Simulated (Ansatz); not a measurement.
NbP (CsCl type) was relaxed and computed twice in Ansatz (plane waves, PAW), once with LDA and once with r²SCAN.

```tsv
	run 1	run 2
cell	a = b = c = 3.062 Å, α = β = γ = 90.00°	a = b = c = 3.107 Å, α = β = γ = 90.00°
ΔH_f (eV/atom)	-0.77	-0.68
B₀ by P(V) fit (GPa)	215	195
K_Hill (GPa)	217	196
G_Hill (GPa)	132	129
highest Γ mode, no LO–TO term (cm⁻¹)	215	180
Θ_D (K)	584	580
```

### Question
Which run used which functional?

### Answer
Run 1 is LDA, run 2 is r²SCAN.

Constructed cells (a structure type filled with these elements, in neither database checked): NbP, CsCl type. All cells were relaxed under the symmetry of their starts (and spin orders); stability against distortions was not tested throughout. Rows with no word on spin ran without spin polarisation. Spin–orbit coupling is left out wherever it is not named.

Potentials: the later of the program's two PAW sets.

Ansatz (a first-principles code) is a plane-wave DFT program.

Formation energies count from the lowest solids of the elements computed at the same level, not from gases.
